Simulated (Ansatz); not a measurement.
# Property card for AlN

AlN:
```cif
data_AlN
_chemical_formula_sum 'Al1 N1'
_space_group_name_H-M_alt 'Pm-3m'
_space_group_IT_number 221
_space_group_name_Hall '-P 4 2 3'
_cell_length_a 2.59339
_cell_length_b 2.59339
_cell_length_c 2.59339
_cell_angle_alpha 90.000
_cell_angle_beta 90.000
_cell_angle_gamma 90.000
loop_
_atom_site_label
_atom_site_type_symbol
_atom_site_symmetry_multiplicity
_atom_site_Wyckoff_symbol
_atom_site_fract_x
_atom_site_fract_y
_atom_site_fract_z
_atom_site_occupancy
Al1 Al 1 a 0.00000 0.00000 0.00000 1
N1 N 1 b 0.50000 0.50000 0.50000 1
```

Space group Pm-3m (No. 221), CsCl type; conventional cell a = b = c = 2.593 Å, α = β = γ = 90.00°.

Method: the program Ansatz at the PBEsol level (PAW). Structure relaxed to zero pressure with the same functional. Other levels are named where they apply.

### Cell and energy

```json
{
 "volume_per_atom": "8.72 Å³",
 "density": "3.90 g/cm³",
 "Formation energy from the elements (no fitted shifts)": "0.20 eV/atom"
}
```

### Electronic structure

```json
{
 "electronic_character": "metallic (no gap)",
 "Density of states at the Fermi level": "0.25 states/eV per atom (mean over ±0.08 eV)"
}
```

### Mechanics

```json
{
  "Bulk modulus (Birch–Murnaghan fit)": "203 GPa",
  "Pressure derivative B′": "4.2",
  "Elastic constants (relaxed ions, GPa)": "C11 = 654, C12 = -21.9, C44 = -134",
  "mechanical_stability": "unstable (C has a negative eigenvalue)"
}
```

### Phonons

```json
{
  "zone_centre_stability": "unstable, softest mode 265i cm⁻¹"
}
```

The cell is a constructed one: a structure type filled with these elements; neither database checked (COD, Materials Project) lists it. It is not the phase usual at ambient conditions (space group No. 186, 216). Symmetry was held in the PBEsol relaxation. As this level gives no gap, shear constants depend on the k-mesh and smearing (Fermi–Dirac, 0.1 eV here). As this level gives no gap, phonon frequencies hold no LO–TO term and depend on the k-mesh and smearing (Fermi–Dirac, 0.1 eV here). The references are the lowest solids computed at this level, not always the standard phases (solids in place of the gases).

Potentials: the earlier of the program's two PAW sets. The files were generated under PBE; for other functionals the program regenerates the frozen cores, and for LDA and PBEsol the local potential too.
